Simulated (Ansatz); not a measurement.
Given:

CdF2:
```cif
data_CdF2
_chemical_formula_sum 'Cd1 F2'
_space_group_name_H-M_alt 'P 1'
_space_group_IT_number 1
_cell_length_a 3.74618
_cell_length_b 3.74618
_cell_length_c 3.74618
_cell_angle_alpha 60.000
_cell_angle_beta 60.000
_cell_angle_gamma 60.000
loop_
_space_group_symop_operation_xyz
  'x, y, z'
loop_
_atom_site_label
_atom_site_type_symbol
_atom_site_fract_x
_atom_site_fract_y
_atom_site_fract_z
_atom_site_occupancy
Cd1 Cd 0.00000 0.00000 0.00000 1
F1 F 0.25000 0.25000 0.25000 1
F2 F 0.75000 0.75000 0.75000 1
```

This is the LDA-relaxed structure.

### Question
All from LDA in the plane-wave PAW code Ansatz, unless another level is named. Estimate the electron effective mass.

### Answer
0.37 mₑ (isotropic).

### Question
Give the smallest direct gap on the standard path.

### Answer
3.39 eV.

### Question
Predict the hole effective mass.

### Answer
2.2, 2.2, 6.5 mₑ (principal values).

### Question
Give the conduction-band minimum.

### Answer
at Γ.

### Question
Predict the valence-band maximum.

### Answer
at W.

Space group Fm-3m (fluorite). Symmetry was held in the LDA relaxation. Scalar-relativistic: spin–orbit coupling is off unless named, which matters more the heavier the elements.

Potentials: the earlier of the program's two PAW sets. The files were generated under PBE; for other functionals the program regenerates the frozen cores, and for LDA and PBEsol the local potential too.
